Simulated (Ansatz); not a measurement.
HfB: energy along a strain

HfB, Fm-3m, a = 4.620 Å (as given, not relaxed at this level: 23.5 GPa). The structure is a COD entry; whether it is the stable form wasn't checked. Ansatz: PBEsol, PAW, 420 eV, Γ-centred 18×18×18 mesh on 2 atoms, Gaussian smearing 0.15 eV; no spin polarisation. Cell vectors (Å): 0.000 2.310 2.310; 2.310 0.000 2.310; 2.310 2.310 0.000. The cell is strained by x per cent times the pattern (0 0 0 1 0 0) in the order xx yy zz yz xz xy (engineering shears), with fractional coordinates held. y is the free energy over the start, V0 = 12.326 Å³/atom. Symmetry makes y even in x.

| x (%) | y (meV/atom) |
| --- | --- |
| -2.00 | ? |
| -1.00 | 0.28 |
| 0.00 | 0.00 |
| 0.25 | 0.02 |
| 0.50 | 0.07 |
| 0.75 | 0.16 |
| 1.25 | 0.44 |
| 1.50 | 0.64 |
| 1.75 | 0.87 |

Task: Fit y = c2 x² + c4 x⁴ to the other rows, get the stiffness along the pattern, and predict the missing energy.

Result: Least squares on the rows shown. y = 0.2806 x² + 0.001208 x⁴. The clamped-ion stiffness p·C·p = 2 × 2.806 eV × 160.2 / 12.326 Å³ = 73 GPa, which is C44 in these axes (second derivative at the start, which stands under stress). At x = -2.00 the fit asked for gives 1.14 meV/atom. The run gave 1.14 meV/atom, the same to the digits shown.

Spin–orbit coupling is left out, which can shift energies with elements as heavy as these.

Cost: 9 runs of about 3.1 core-minutes in all, on Arm Neoverse V2 (shared hosts).